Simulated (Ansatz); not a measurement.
Calculated with Ansatz: SrLi2SnSe4, relaxation

Input:

```yaml
crystal:
  lattice:
    - [-3.432024, 3.432024, 4.080908]
    - [3.432024, -3.432024, 4.080908]
    - [3.432024, 3.432024, -4.080908]
  atoms:
    - { symbol: Sn, position: [0.0, 0.0, 0.0] }
    - { symbol: Sr, position: [0.5, 0.5, 0.0] }
    - { symbol: Li, position: [0.25, 0.75, 0.5] }
    - { symbol: Li, position: [0.75, 0.25, 0.5] }
    - { symbol: Se, position: [0.03526, 0.03526, 0.4132] }
    - { symbol: Se, position: [0.96474, 0.37794, 0.0] }
    - { symbol: Se, position: [0.62206, 0.62206, 0.5868] }
    - { symbol: Se, position: [0.37794, 0.96474, 0.0] }
  symmetry: { tolerance: 0.0003 }
kpoints:
  mp_grid: { grid: [4, 4, 4], shift: [0, 0, 0] }
magnetization:
  spin_polarized: false
scf:
  occupations: { method: cold, width: 0.0134 }
  n_extra_bands: 32
hamiltonian:
  pseudopotentials: { kind: paw }
  xc: r2scan
basis:
  ecutwfc: 500
output:
  forces: true
  stress: true
  eigenvalues: true
relax:
  max_steps: 40
  cell: {}
```

The command:

```bash
ansatz run input.yaml --threads 1 --pin off --max-ram 2560MiB --backend cpu --events-out ev --progress --plain --runs-dir out
```

Origin of the cell: a known structure type with other elements, at an estimated volume, so it need not be a known compound.

Output (shortened):

```
SCF iter   1: F=—  HF=-31926.803895 eV  Δρ=4.39e-3  dr2=4.54e-2  dr2_τ=3.24e-2  defer=218
SCF iter   2: F=—  HF=-31926.914704 eV  S|Δr|=    0.00e0  Δρ=2.11e-3  dr2=7.70e-3  dr2_τ=4.78e-4  defer=335
SCF iter   3: F=—  HF=-31926.915779 eV  S|Δr|=    0.00e0  Δρ=7.44e-4  dr2=8.36e-4  dr2_τ=4.09e-5  defer=335
SCF iter   4: F=—  HF=-31926.916034 eV  S|Δr|=    0.00e0  Δρ=1.70e-4  dr2=3.79e-5  dr2_τ=1.56e-6  defer=335
SCF iter   5: F=—  HF=-31926.915985 eV  S|Δr|=    0.00e0  Δρ=3.03e-5  dr2=1.49e-6  dr2_τ=2.30e-7  defer=335
SCF iter   6: F=—  HF=-31926.915986 eV  S|Δr|=    0.00e0  Δρ=7.55e-6  dr2=1.08e-7  dr2_τ=3.63e-9  defer=335
SCF iter   7: F=-31926.915986 eV  HF=-31926.915986 eV  S|Δr|=    0.00e0  Δρ=1.55e-6  dr2=7.54e-9  dr2_τ=3.90e-10
relax step   1: F+E_penalty+E_count = -31926.915986 eV  Δ(F+E_penalty+E_count) = +0.000e0 eV  max|allowed force component| = 5.080e-1 eV/Å  Δτ_max = 0.0000 Å  P = +4.433 GPa  Ω = 192.273 Å³ […]
relax step   2: F+E_penalty+E_count = -31927.099130 eV  Δ(F+E_penalty+E_count) = -1.831e-1 eV  max|allowed force component| = 2.236e-1 eV/Å  Δτ_max = 0.0519 Å  P = -1.251 GPa  Ω = 209.489 Å³ […]
relax step   3: F+E_penalty+E_count = -31927.133651 eV  Δ(F+E_penalty+E_count) = -3.452e-2 eV  max|allowed force component| = 3.011e-2 eV/Å  Δτ_max = 0.0236 Å  P = -0.216 GPa  Ω = 206.560 Å³ […]
relax step   4: F+E_penalty+E_count = -31927.134503 eV  Δ(F+E_penalty+E_count) = -8.521e-4 eV  max|allowed force component| = 2.339e-3 eV/Å  Δτ_max = 0.0035 Å  P = +0.023 GPa  Ω = 205.635 Å³ […]
relax step   5: F+E_penalty+E_count = -31927.134552 eV  Δ(F+E_penalty+E_count) = -4.869e-5 eV  max|allowed force component| = 2.635e-3 eV/Å  Δτ_max = 0.0007 Å  P = +0.008 GPa  Ω = 205.664 Å³ […]
relax step   6: F+E_penalty+E_count = -31927.135272 eV  Δ(F+E_penalty+E_count) = -7.201e-4 eV  max|allowed force component| = 2.569e-3 eV/Å  Δτ_max = 0.0000 Å  P = +0.010 GPa  Ω = 205.664 Å³  stress off target by 1.78e-2 GPa […]
SCF 6 converged in 6 iterations: F = -31927.135272 eV  dr2 = 3.10e-11
basis re-selected at this cell: Δ(F+E_penalty+E_count) = -7.201e-4 eV, ΔP = +0.002 GPa vs the last step (what re-selecting the basis moved, of the pressure what is left beyond the Pulay corre […]
SCF converged after 6 iterations
Stability not checked: this state was not tested for a lower state beside it, because cold or Methfessel-Paxton smearing, or corrected tetrahedra, fill the levels in a way that the test cannot read (fill_not_monotonic; […]
Free energy (F): -31927.135272 eV
Harris-Foulkes:  -31927.135272 eV  (|F-HF|=1.09e-11)
Internal energy: -31927.135272 eV  (E = F + TS)
E sigma→0 (E₀):  -31927.135272 eV
Fermi energy:    6.713622 eV
--- Per-component energies (eV) ---
  E_band       = -2085.778416
  E_kinetic    = 953.218649
  E_local      = -13050.161170  (includes V_loc(G=0)·N_el)
  E_nonlocal   = -2280.402837
  E_hartree    = 6302.328985
  E_xc         = -953.828427
  E_vxc        = -736.854758  (∫ρ·V_xc dr)
  E_paw        = -14622.143709  (= ΣΔE_a)
  E_vpaw       = 385.202445  (= ΣTr[D̂ρ^β])
  E_aug_tail   = -0.001039  (compensation charges beyond the density's cutoff)
  E_vtau       = 38.562503  (kinetic-family band-sum trace: ∫τ·v_τ [+ j·A + Jᵃ·Aᵃ] dr)
  E_ewald      = -8269.675926
  E_core_change = -6.469798  (= ΣΔE_core)
  E_smearing   = -0.000000  (= −TS)
  Σ components = -31927.135272   (vs F -31927.135272, Δ=0.00e0)
--- Forces (eV/Å), atoms counted from 1 ---
  atom   1  Sn     0.000000     0.000000    -0.000000
  atom   2  Sr    -0.000000     0.000000     0.000000
  atom   3  Li     0.000000    -0.000000    -0.000000
  atom   4  Li     0.000000     0.000000    -0.000000
  atom   5  Se    -0.000375    -0.000375    -0.002569
  atom   6  Se    -0.000375     0.000375     0.002569
  atom   7  Se     0.000375     0.000375    -0.002569
  atom   8  Se     0.000375    -0.000375     0.002569
  max |Σ_I F_I| component: 2.95e-17 eV/Å
--- Stress (GPa, compression-positive) ---
        0.017779      -0.000000       0.000000
        0.000000       0.017779      -0.000000
        0.000000      -0.000000      -0.006609
  P = ⅓ Tr σ = 0.0096 GPa (0.096 kbar)
--- Relaxed structure (5 steps of the walk, 5 accepted, 1 SCFs on fresh bases) ---
  F+E_penalty+E_count = -31927.135272 eV   max|allowed force component| = 2.569e-3 eV/Å   (the final SCF, on the basis selected at the relaxed cell)
  cell:  # Å, volume = 205.6642 Å³
    - [-3.518878, 3.518878, 4.152316]
    - [3.518878, -3.518878, 4.152316]
    - [3.518878, 3.518878, -4.152316]
  atoms:
    - { symbol: Sn, position: [2.621e-19, 2.537e-19, 0.0] }
    - { symbol: Sr, position: [0.5, 0.5, 0.0] }
    - { symbol: Li, position: [0.25, 0.75, 0.5] }
    - { symbol: Li, position: [0.75, 0.25, 0.5] }
    - { symbol: Se, position: [0.034128, 0.034128, 0.416560] }
    - { symbol: Se, position: [0.965872, 0.382432, 0.0] }
    - { symbol: Se, position: [0.617568, 0.617568, 0.583440] }
    - { symbol: Se, position: [0.382432, 0.965872, 0.0] }
```

Caveats: the relaxation held the start's symmetry, so the end may be a saddle point.

The run took 4.1 min on 1 thread of Arm Neoverse V1, with other jobs on the host, peak memory 0.94 GiB, from the program's own first density.
